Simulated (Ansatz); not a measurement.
NaTcO4:
```
CELL_PARAMETERS angstrom
     -2.65210     2.65210     5.83110
      2.65210    -2.65210     5.83110
      2.65210     2.65210    -5.83110
ATOMIC_POSITIONS crystal
  Tc 0.75000 0.25000 0.50000
  Tc 0.00000 0.00000 0.00000
  Na 0.25000 0.75000 0.50000
  Na 0.50000 0.50000 0.00000
  O  0.53471 0.39978 0.60017
  O  0.14978 0.04961 0.36507
  O  0.79961 0.93454 0.39983
  O  0.68454 0.78471 0.63493
  O  0.21529 0.85022 0.89983
  O  0.60022 0.20039 0.13493
  O  0.95039 0.31546 0.10017
  O  0.06546 0.46529 0.86507
```

Relaxed with r²SCAN. Independent-particle spectrum: no excitons, no local fields, no scissors shift; 0.1 eV broadening; ε₁ of the summed bands alone.

Question: Tabulate the dielectric function from r²SCAN in the plane-wave PAW code Ansatz.

Answer: 

| E (eV) | ε₁ xx | ε₂ xx | ε₁ zz | ε₂ zz |
|---|---|---|---|---|
| 0.0 | 4.55 | 0.00 | 4.49 | 0.00 |
| 0.5 | 4.58 | 0.00 | 4.51 | 0.00 |
| 1.0 | 4.66 | 0.00 | 4.60 | 0.00 |
| 1.5 | 4.82 | 0.00 | 4.77 | 0.00 |
| 2.0 | 5.09 | 0.00 | 5.05 | 0.00 |
| 2.5 | 5.53 | 0.00 | 5.54 | 0.00 |
| 3.0 | 6.38 | 0.00 | 6.54 | 0.00 |
| 3.5 | 9.08 | 0.45 | 10.77 | 0.89 |
| 4.0 | 10.39 | 9.62 | 4.94 | 7.81 |
| 4.5 | 1.40 | 6.82 | 1.70 | 6.20 |
| 5.0 | 0.05 | 3.00 | 0.67 | 2.88 |
| 5.5 | 2.45 | 1.98 | 2.60 | 1.97 |
| 6.0 | 4.13 | 2.13 | 4.70 | 2.11 |
| 6.5 | 4.06 | 2.94 | 2.28 | 3.99 |
| 7.0 | 4.84 | 3.72 | 3.44 | 3.80 |
| 7.5 | 3.22 | 6.46 | 2.55 | 4.78 |
| 8.0 | -0.32 | 8.34 | 2.25 | 5.66 |
| 8.5 | -2.50 | 5.22 | -1.86 | 4.54 |
| 9.0 | -1.97 | 0.61 | -2.02 | 2.85 |
| 9.5 | 0.97 | 0.69 | 1.83 | 1.39 |
| 10.0 | 1.34 | 2.88 | 0.42 | 3.46 |
| 10.5 | -0.22 | 3.02 | -0.66 | 2.48 |
| 11.0 | -0.89 | 1.84 | -0.63 | 1.57 |
| 11.5 | -0.45 | 0.73 | -0.34 | 1.03 |
| 12.0 | 0.29 | 0.64 | 0.28 | 0.83 |

Question: From ε at 4.1 eV (xx: 6.38 + 10.47i), find n, k, the normal reflectivity and the absorption coefficient.

Answer: n = 3.05, k = 1.715, R = 37 %, α = 2kE/ħc = 710000 cm⁻¹.

With all bands, ε∞ without local fields is 4.74 (xx = yy), 4.68 (zz).

Space group I4_1/a. The workflow started from an entry of the Crystallography Open Database (COD, 296 K). Whether it is the stable phase at ambient conditions was not checked. The cell was relaxed with r²SCAN under the symmetry of its start; whether a distortion lowers the energy is not shown. The run is not spin-polarised. Scalar-relativistic: spin–orbit coupling is off unless named, which matters more the heavier the elements.

Potentials: the later of the program's two PAW sets (Tc and Pm come from another file).
